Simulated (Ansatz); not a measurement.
Li$_{3}$Au (space group Fm-3m)

```yaml
crystal:
  lattice:
    - [0.00000, 3.10833, 3.10833]
    - [3.10833, 0.00000, 3.10833]
    - [3.10833, 3.10833, 0.00000]
  atoms:
    - { symbol: Li, position: [0.25000, 0.25000, 0.25000] }
    - { symbol: Li, position: [0.75000, 0.75000, 0.75000] }
    - { symbol: Li, position: [0.50000, 0.50000, 0.50000] }
    - { symbol: Au, position: [0.00000, 0.00000, 0.00000] }
```

The slice is a {100} plane (indices of the conventional cell) through the point (0.000, 0.000, 0.000) (fractional), spanned by u = [100] and v = [0 1 -1] in vectors of this cell: u (4.40 Å) and v (4.40 Å, at 90° to u). It covers one period; positions are fractions (u, v).

All values below come from PBEsol (plane waves to 420 eV, PAW, scalar-relativistic; Ansatz, an electronic-structure program). k mesh 13×13×13. Near the nuclei the fields are pseudised (PAW); where an atom keeps semicore shells as valence, they peak there. Li3Au was relaxed with its symmetry unable to fall. Spin-orbit coupling is left out, though Au is heavy.

Three fields on this plane, each scaled to ten steps between its own extremes (0 low, 9 high; the total valence density on a logarithmic scale, the potential cut 8 eV below its top; x marks points blanked near nuclei; v = 0 in the bottom row):

Map A
```
|xxxxxxx864321101123468xxxxxx|
|xxxxxxx754321000123457xxxxxx|
|xxxxxx97542110001124579xxxxx|
|xxxxx9864321100011234689xxxx|
|xxxx986542210000012245689xxx|
|xxx98654321100000112345689xx|
|8877654321100000001123456778|
|665544321100xxxxx00112344556|
|44443221100xxxxxxx0011223444|
|3332221100xxxxxxxxx001122233|
|222111100xxxxxxxxxxx00111122|
|11111000xxxxxxxxxxxxx0001111|
|11000000xxxxxxxxxxxxx0000001|
|00000000xxxxxxxxxxxxx0000000|
|11000000xxxxxxxxxxxxx0000001|
|11111000xxxxxxxxxxxxx0001111|
|222111100xxxxxxxxxxx00111122|
|3332221100xxxxxxxxx001122233|
|44443221100xxxxxxx0011223444|
|665544321100xxxxx00112344556|
|8877654321100000001123456778|
|xxx98654321100000112345689xx|
|xxxx986542210000012245689xxx|
|xxxxx9864321100011234689xxxx|
|xxxxxx97542110001124579xxxxx|
|xxxxxxx754321000123457xxxxxx|
|xxxxxxx864321101123468xxxxxx|
|xxxxxxx864321101123468xxxxxx|
```

Map B
```
|xxxxxxx068999999999860xxxxxx|
|xxxxxxx268999999999862xxxxxx|
|xxxxxx04799999999999740xxxxx|
|xxxxx0268999999999998620xxxx|
|xxxx015799999999999997510xxx|
|xxx02578999988888999987520xx|
|0024678999887767788999876420|
|556789999876xxxxx67899998765|
|88899999875xxxxxxx5789999988|
|9999999875xxxxxxxxx578999999|
|999999986xxxxxxxxxxx68999999|
|99999987xxxxxxxxxxxxx7899999|
|99999986xxxxxxxxxxxxx6899999|
|99999986xxxxxxxxxxxxx6899999|
|99999986xxxxxxxxxxxxx6899999|
|99999987xxxxxxxxxxxxx7899999|
|999999986xxxxxxxxxxx68999999|
|9999999875xxxxxxxxx578999999|
|88899999875xxxxxxx5789999988|
|556789999876xxxxx67899998765|
|0024678999887767788999876420|
|xxx02578999988888999987520xx|
|xxxx015799999999999997510xxx|
|xxxxx0268999999999998620xxxx|
|xxxxxx04799999999999740xxxxx|
|xxxxxxx268999999999862xxxxxx|
|xxxxxxx068999999999860xxxxxx|
|xxxxxxx058999999999850xxxxxx|
```

Map C
```
|xxxxxxx878888767888878xxxxxx|
|xxxxxxx788888777888887xxxxxx|
|xxxxxx87889887778898878xxxxx|
|xxxxx9778999877789998779xxxx|
|xxxx977899998777899998779xxx|
|xxx87789999876567899998778xx|
|8877789999863212368999987778|
|778889999841xxxxx14899998887|
|88889999840xxxxxxx0489999888|
|8889999840xxxxxxxxx048999988|
|888899861xxxxxxxxxxx16899888|
|78888873xxxxxxxxxxxxx3788888|
|77777762xxxxxxxxxxxxx2677777|
|66777751xxxxxxxxxxxxx1577776|
|77777762xxxxxxxxxxxxx2677777|
|78888873xxxxxxxxxxxxx3788888|
|888899861xxxxxxxxxxx16899888|
|8889999840xxxxxxxxx048999988|
|88889999840xxxxxxx0489999888|
|778889999841xxxxx14899998887|
|8877789999863212368999987778|
|xxx87789999876567899998778xx|
|xxxx977899998777899998779xxx|
|xxxxx9778999877789998779xxxx|
|xxxxxx87889887778898878xxxxx|
|xxxxxxx788888777888887xxxxxx|
|xxxxxxx878888767888878xxxxxx|
|xxxxxxx878887767788878xxxxxx|
```

Problem. Assign the maps to these fields: electron localisation function (ELF); valence electron density; electrostatic potential energy of an electron, from the cell's mean.

Solution. A is the valence electron density; B is the electrostatic potential energy of an electron, from the cell's mean; C is the electron localisation function (ELF).
